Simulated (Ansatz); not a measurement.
## Au: from a starting cell to a relaxed one

The start is a generated cell, Au placed in the beta-Sn structure type. The structure is fully relaxed (lattice and positions, P = 0) with r2SCAN (plane waves to 500 eV, PAW, scalar-relativistic; Ansatz, a first-principles code). The first steps use a coarse 13×13×13 k-mesh.

Input geometry:
```
CELL_PARAMETERS angstrom
     -2.53746     2.53746     1.38447
      2.53746    -2.53746     1.38447
      2.53746     2.53746    -1.38447
ATOMIC_POSITIONS crystal
  Au 0.75000 0.25000 0.50000
  Au 0.00000 0.00000 0.00000
```

Q: What pressure does the first self-consistent step give?

A: +12.3 GPa (positive: the cell is compressed).

Q: By how much does the energy per atom fall from start to end?

A: 0.08 eV/atom.

Q: How does the volume change?

A: +7.6 %, from 17.83 to 19.19 Å³/atom.

Q: Is the relaxed structure metallic? Give its gap.

A: Zero (metallic).

Q: Write out the relaxed structure.

A: 
Space group I4₁/amd, origin choice 1 (No. 141); a = b = 5.3060 Å, c = 2.7257 Å, α = β = γ = 90.00°

| atom | site | symmetry | x | y | z |
|---|---|---|---|---|---|
| Au | 4a | -4m2 | 0.0000 | 0.0000 | 0.0000 |
(The calculation used a cell of 2 atoms; values per cell refer to that cell.)

The space group stays I4₁/amd (No. 141) (the run could not lower it); the end is AFLOW prototype A_tI4_141_a (A5, as in Sn), with 2 atoms in the primitive cell. Final values are on a 19×19×19 k-mesh of the relaxed cell. No spin polarisation in the result.

The run could not lose the symmetry of its start, so the end can be a saddle point.

All atoms sit on sites fixed by symmetry, so only the cell could relax.

The relaxed structure here is a generated cell of Au: the first start was made by placing the elements on the sites of a structure type, and the end was not matched to a known phase here, so it may be hypothetical. Known forms of Au include space group No. 225.
